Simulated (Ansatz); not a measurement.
Here is the system:

NaCl:
```xyz
2
Lattice="3.3689 0.0000 0.0000 0.0000 3.3689 0.0000 0.0000 0.0000 3.3689" Properties=species:S:1:pos:R:3 pbc="T T T"
Na     0.0000     0.0000     0.0000
Cl     1.6844     1.6844     1.6844
```

This is the LDA-relaxed structure.

Task: All from the program Ansatz at the LDA level (PAW), unless another level is named. Predict the band gap.

Result: 4.01 eV (indirect).

Task: What about the hole effective mass?

Result: 0.45, 3.8, 3.8 mₑ (principal values).

Task: And the formation energy from the elements (no fitted shifts)?

Result: -1698 meV/atom.

Task: What about the electron effective mass?

Result: 0.34 mₑ (isotropic).

Task: Next, the weight of the valence-edge state by species (Voronoi cells)?

Result: Cl 97 %, Na 3 %.

Task: What about the weight of the conduction-edge state by species (Voronoi cells)?

Result: Na 64 %, Cl 36 %.

Space group Pm-3m (CsCl type). This is a known high-pressure phase of the composition, computed here at zero pressure and temperature. The LDA relaxation kept the symmetry of its start. At this level the phase is dynamically unstable (imaginary phonons). The references are the lowest solids computed at this level, not always the standard phases (solids in place of the gases).

Potentials: the earlier of the program's two PAW sets.
